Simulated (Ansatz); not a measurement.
ZrS2 (CdI2 type, P-3m1) under volume change, the program Ansatz at the PBE+D3(BJ) level (PAW), shape and atoms relaxed at each volume.

| V (Å³/atom) | E − E(relaxed) (meV/atom) | P (GPa) |
|---|---|---|
| 19.853 | 25.3 | 4.76 |
| 20.508 | 10.1 | 2.75 |
| 21.162 | 2.3 | 1.19 |
| 21.817 | 0.0 | 0.00 |
| 22.471 | 1.8 | -0.83 |
| 23.126 | 6.4 | -1.35 |
| 23.780 | 12.8 | -1.70 |

### Question
What does a third-order Birch–Murnaghan fit give for V₀, B₀ and B′?

### Answer
V₀ = 21.83 Å³/atom, B₀ = 32.0 GPa, B′ = 10.1.

The PBE+D3(BJ) relaxation kept the symmetry of its start. No spin polarisation was allowed.

Potentials: the later of the program's two PAW sets.
